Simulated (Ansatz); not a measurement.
Input:

SiO$_{2}$:
```cif
data_O16Si8
_chemical_formula_sum 'Si8 O16'
_space_group_name_H-M_alt 'I4/mmm'
_space_group_IT_number 139
_space_group_name_Hall '-I 4 2'
_cell_length_a 8.93866
_cell_length_b 8.93866
_cell_length_c 5.23151
_cell_angle_alpha 90.000
_cell_angle_beta 90.000
_cell_angle_gamma 90.000
loop_
_atom_site_label
_atom_site_type_symbol
_atom_site_symmetry_multiplicity
_atom_site_Wyckoff_symbol
_atom_site_fract_x
_atom_site_fract_y
_atom_site_fract_z
_atom_site_occupancy
Si1 Si 8 h 0.17696 0.17696 0.00000 1
O1 O 8 f 0.25000 0.25000 0.25000 1
O2 O 8 i 0.00000 0.20884 0.00000 1
```
(The calculation used a cell of 12 atoms; values per cell refer to that cell.)

This is the r²SCAN-relaxed structure.

**Question.** All from DFT-r²SCAN in the program Ansatz with PAW potentials, unless another level is named. Estimate the HSE06 gap on the r²SCAN cell.

**Answer.** 7.14 eV.

**Question.** Give the weight of the valence-edge state by species (Voronoi cells).

**Answer.** O 98 %, Si 2 %.

**Question.** What about the valence-band maximum?

**Answer.** at M.

The first step of the workflow began from a Materials Project structure, measured or hypothetical; the Crystallography Open Database copy checked does not list it. It is not the phase usual at ambient conditions (space group No. 92, 152, 154). The cell was relaxed with r²SCAN under the symmetry of its start. At this level the phase is dynamically unstable (imaginary phonons).

Potentials: the later of the program's two PAW sets.
